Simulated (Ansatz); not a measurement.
Input:

B:
```
CELL_PARAMETERS angstrom
      0.00000     2.02627     2.02627
      2.02627     0.00000     2.02627
      2.02627     2.02627     0.00000
ATOMIC_POSITIONS crystal
  B  0.00000 0.00000 0.00000
  B  0.25000 0.25000 0.25000
```

This is the r²SCAN-relaxed structure.

Problem. All from DFT-r²SCAN in the program Ansatz with PAW potentials, unless another level is named. Estimate the electronic character.

Solution. metallic (no gap).

Problem. And the density of states at the Fermi level?

Solution. 0.41 states/eV per atom (mean over ±0.08 eV).

Space group Fd-3m (diamond). The start of the workflow was typed in or built on a structure type; neither database checked (COD, Materials Project) lists it. It is not the phase usual at ambient conditions (space group No. 166). The cell was relaxed with r²SCAN under the symmetry of its start. At this level the phase is mechanically unstable.

Potentials: the earlier of the program's two PAW sets.
